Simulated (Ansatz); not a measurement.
Method: DFT PBE, scalar-relativistic, plane waves, PAW (Ansatz 0.2.0). Cutoff 420 eV, Γ-centred 14×14×14 mesh (4-atom cell), Gaussian smearing of 0.10 eV, collinear spin.

Energies over the elements count from the elements' standard structures at the same level (H₂, O₂ as molecules), with no fitted energy shifts.

Q: Give a relaxed trial structure of a tetragonal metal with formula FeH₂O, with a formation energy near −0.19 eV/atom and a density near 3.40 g/cm³, in a cell of 4 atoms. Its symmetry should be P4/mmm (No. 123).

A: FeH₂O, space group P4/mmm (No. 123). Around Fe lie 4 H at 1.63 Å and 2 O at 1.69 Å; H has 2 Fe at 1.63 Å; O has 2 Fe at 1.69 Å.

```
Fe H O
1.0
     3.26704    0.00000    0.00000
     0.00000    3.26704    0.00000
     0.00000    0.00000    3.37739
Fe H O
1 2 1
Direct
  0.00000 0.00000 0.00000
  0.50000 0.00000 0.00000
  0.00000 0.50000 0.00000
  0.00000 0.00000 0.50000
```

| Property | Result |
| --- | --- |
| Volume per atom | 9.01 Å³ |
| Density | 3.40 g/cm³ |
| Energy over the elements | −0.19 eV/atom |
| Gap on the 14×14×14 mesh of the 4-atom cell | 0 eV (a metal) |
| Net moment per atom | 0.06 μB |
| Moment by site | Fe 0.2 μB |

It was reached by relaxing an invented guess, and it needn't be the stable form of this composition. Other answers may fit too; this one was computed.

No Hubbard U is applied to the 3d shell of Fe. With hydrogen, zero-point motion can shift formation energies by some tens of meV/atom. The magnetic state reached may not be the lowest. A structure relaxed within its symmetry needn't be a true minimum. Site moments count only spheres around the atoms; the net moment includes the space between them.
